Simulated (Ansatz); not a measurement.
Here is an unrelaxed guess for Ge2As3.

```cif
data_structure
_symmetry_space_group_name_H-M 'Pmmm'
_symmetry_Int_Tables_number 47
_cell_length_a 4.3182
_cell_length_b 5.3122
_cell_length_c 6.4040
_cell_angle_alpha 90.000
_cell_angle_beta 90.000
_cell_angle_gamma 90.000
_cell_volume 146.90
loop_
_atom_site_label
_atom_site_type_symbol
_atom_site_symmetry_multiplicity
_atom_site_Wyckoff_symbol
_atom_site_fract_x
_atom_site_fract_y
_atom_site_fract_z
_atom_site_occupancy
Ge1 Ge 1 h 0.50000 0.50000 0.50000 1
Ge2 Ge 1 d 0.50000 0.00000 0.50000 1
As1 As 1 c 0.00000 0.00000 0.50000 1
As2 As 1 b 0.50000 0.00000 0.00000 1
As3 As 1 a 0.00000 0.00000 0.00000 1
```

Level of theory: DFT PBE, scalar-relativistic, plane waves, PAW in Ansatz 0.2.0. Settings: cutoff 420 eV, Γ-centred mesh 4×4×4 on the computed 5-atom cell, Gaussian smearing of 0.10 eV; no spin polarisation.

Formation energies are uncorrected and refer to the elements' standard structures at the same level.

Question: What does a single point on this coarse mesh give?

Answer: The pressure is 11.0 GPa (the mean over three directions, positive in compression), the largest force is 0.00 eV/Å (symmetry fixes the atoms), and the energy is +1.27 eV/atom against the elements. The shortest distance is 2.16 Å.

Question: How much does it gain on relaxing, and where does it end?

Answer: Relaxing gains about 0.66 eV/atom (the start's value is from the coarse mesh, so the gain is rough) in 15 ionic steps and ends at +0.61 eV/atom on the finer mesh. The symmetry goes from Pmmm (No. 47) to P4/mmm (No. 123). The volume per atom shrinks by 5.5 %, from 29.4 to 27.8 Å³. The shortest distance goes from 2.16 Å (Ge–As and As–As) to 2.52 Å (Ge–Ge). Conventional cell: a = 5.252 Å, c = 5.031 Å. Ge on its first site is surrounded by 2 Ge at 2.52 Å; around Ge on its second site lie 2 Ge at 2.52 Å and 4 As at 2.63 Å; around As on a site of symmetry mmm lie 2 As at 2.63 Å and 2 Ge at 2.63 Å; 1 more site not described.

The last run used an 8×8×8 mesh for its 5-atom cell and Gaussian smearing of 0.10 eV. An odd number of electrons in the primitive cell allows no gap without spin; a larger cell or a magnetic state could open one. The cell is a metal run without spin; a magnetic state may lie lower. The reference form of As is held partly by dispersion forces, which this level lacks. The relaxation can't lower the symmetry of the start. Symmetry constrained the relaxation, so the result can be a saddle point. Another cell of Ge2As3 relaxed alike, in P1, lies 0.52 eV/atom lower, so this cell isn't the stable form at this level.
